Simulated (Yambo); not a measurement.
**Convergence of the G0W0 gap of BaTiO₃**

G0W0@PBEsol for BaTiO3 (space group Amm2, No. 38) in Yambo. Reference settings: 4×4×4 Γ-centred k mesh, bands 2 to 128 and a 8 Ry block in the screening, 128 bands in G with the Bruneval-Gonze terminator, plasmon pole fitted at 27.2 eV. The PBEsol gap (-0.5, -0.5, -0.5) → Γ on this mesh is 2.17 eV; G0W0 gaps are taken between the same points.

```tsv
change from the reference	G0W0 gap (-0.5, -0.5, -0.5) → Γ (eV)	shift of the valence edge (eV)	rough Yambo cost
reference settings	3.79	-0.35	1
52 bands in W, 52 bands in G	3.80	-0.14	about 1/3
52 bands in G	3.75	-0.32	–
84 bands in G	3.78	-0.35	–
3 Ry block	4.16	-0.34	within a factor of two
1 Ry block	5.92	-1.08	within a factor of two
pole fitted at 40 eV	3.81	-0.40	–
no random integration	3.75	-0.19	–
84 bands in G, no terminator	3.87	0.05	–
```

The reference isn't shown to be the converged limit. Costs are rough (shared machines), scaled to the same edge states, and given only for runs that recompute the screening.

Geometry of the Materials Project entry, not relaxed at this level; primitive cell a = 3.983 Å, b = 4.057 Å, c = 4.057 Å, α = 89.75°, β = 90.00°, γ = 90.00°.

This is not the ordinary phase of the substance.

A shift is the quasiparticle energy of the state minus its PBEsol energy.
